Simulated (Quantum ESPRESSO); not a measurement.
## Al4HfInNbSn in 6 site orders

Calculated results; nothing here was measured. They come from Quantum ESPRESSO 7.5, a public plane-wave density functional program. Each row is one single-point run on a made-up periodic cell of eight metal atoms, with elements, volume, strain and displacements drawn at random and not relaxed, so a cell may be unstable or far from any real phase. There is no spin polarisation or spin-orbit coupling.

Settings: PBE unless stated; PseudoDojo standard norm-conserving files; Fermi-Dirac width 0.25 eV, which means electrons at about 2900 K; cutoff 1116 eV; 8 x 4 x 3 k mesh shifted half a step off Gamma. E is the free energy of the whole cell (internal energy minus TS), so a -TS column is already part of it. Stress is positive in tension, and the pressure P is minus a third of its trace.

Checks: one run of this series was repeated at a higher cutoff and on a denser mesh, which moved values by no more than 0.007 eV, 0.22 GPa and 0.018 eV/Å, and a second program with other atomic files agreed on it to 2 % rms in force and 0.5 GPa in pressure. Known limits: the tin pseudopotential is less sure than most, with forces differing by about three percent from a second method on plain tin; heavy elements are run without spin-orbit coupling, which real alloys of them have; a spin test at this wide smearing found no moment, but such smearing suppresses magnetism that the real alloy may have.

The lattice is hexagonal close-packed, and the cell vectors in Å are (3.031, -0.022, -0.019); (1.565, -2.559, -4.790); (1.488, 7.757, -4.858), a volume of 149.99 Å³. The runs put one composition on the same eight displaced sites in different orders. E is counted from run 1, and the rms force is over all 24 components. Nothing is relaxed, so E mixes bonding between neighbours with strain on unrelaxed sites, and it is not an ordering energy.

```
run,elements on sites 1 to 8,E (eV),-TS (eV),rms force (eV/Å),largest force (eV/Å),P (GPa)
1,Al Al Al Nb Al In Hf Sn,0.000,-0.989,0.516,1.47,5.74
2,Sn Al Nb Al Al Hf In Al,0.128,-0.967,0.840,2.63,6.68
3,Sn Hf In Nb Al Al Al Al,0.419,-1.008,0.661,1.72,6.74
4,Sn Al In Al Nb Al Al Hf,0.676,-1.033,0.846,2.53,6.85
5,In Nb Al Sn Al Al Al Hf,-0.239,-0.946,0.682,2.07,?
6,Al Al In Hf Sn Al Nb Al,-0.279,-0.964,0.568,1.33,5.15
```

## Worked fit

A straight line through the runs shown gives P = 5.89 + 1.80 E GPa with E in eV, an error of 0.53 on the slope and a scatter of 0.39 GPa. At this fixed volume the orders of higher energy tend to have the higher pressure.

## Withheld value

Question: what pressure should run 5 give?

The fit gives 5.46 ± 0.49 GPa. The calculation gave 4.86 GPa.
